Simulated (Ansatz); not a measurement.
HfSiO$_{4}$ (I4_1/amd), relaxed with HSE06 (Ansatz, a quantum-chemistry and plane-wave program, plane waves, PAW): a = b = 6.5906 Å, c = 5.9600 Å, α = β = γ = 90.00°.

| Quantity | Result |
|---|---|
| gap (eV) | 7.24 |
| B₀ by P(V) fit (GPa) | 228 |

### Question
The same phase is relaxed and computed with r²SCAN in the same code. What are the cell and these values now?

### Answer
a = 6.5824 Å, b = 6.5824 Å, c = 5.9710 Å, α = 90.00°, β = 90.00°, γ = 90.00°.

* **gap (eV)**: 6.00
* **B₀ by P(V) fit (GPa)**: 232

All cells were relaxed under the symmetry of their starts (and spin orders); stability against distortions was not tested throughout. Rows with no word on spin ran without spin polarisation. Spin–orbit coupling is left out wherever it is not named.

Potentials: the later of the program's two PAW sets.

Ansatz is a plane-wave DFT program.
